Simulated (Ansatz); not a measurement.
MoW:
```cif
data_MoW
_chemical_formula_sum 'Mo1 W1'
_space_group_name_H-M_alt 'Pm-3m'
_space_group_IT_number 221
_space_group_name_Hall '-P 4 2 3'
_cell_length_a 3.16054
_cell_length_b 3.16054
_cell_length_c 3.16054
_cell_angle_alpha 90.000
_cell_angle_beta 90.000
_cell_angle_gamma 90.000
loop_
_atom_site_label
_atom_site_type_symbol
_atom_site_symmetry_multiplicity
_atom_site_Wyckoff_symbol
_atom_site_fract_x
_atom_site_fract_y
_atom_site_fract_z
_atom_site_occupancy
Mo1 Mo 1 a 0.00000 0.00000 0.00000 1
W1 W 1 b 0.50000 0.50000 0.50000 1
```

Relaxed with r²SCAN.

### Question
Tabulate the valence density and the electron localisation function along the shortest W–W contact (3.16 Å), the program Ansatz at the r²SCAN level (PAW).

### Answer


```csv
distance from W (Å),density (e/Å³),ELF
0.32,5.78,0.43
0.47,5.00,0.65
0.63,3.22,0.64
0.79,1.56,0.43
0.95,0.69,0.19
1.11,0.40,0.13
1.26,0.30,0.20
1.42,0.27,0.34
1.58,0.27,0.41
1.74,0.27,0.34
1.90,0.30,0.20
2.05,0.40,0.13
2.21,0.69,0.19
2.37,1.56,0.43
2.53,3.22,0.64
2.69,5.00,0.65
2.84,5.78,0.43
```

The density is the valence pseudo-density with augmentation charge, so density and ELF within about 1 Å of a nucleus are not all-electron values.

The start of the workflow was typed in or built on a structure type; neither database checked (COD, Materials Project) lists it. Whether it is the stable phase at ambient conditions was not checked. The r²SCAN relaxation kept the symmetry of its start; whether a distortion lowers the energy is not shown. The run is not spin-polarised. Spin–orbit coupling is left out wherever it is not named.

Potentials: the earlier of the program's two PAW sets.
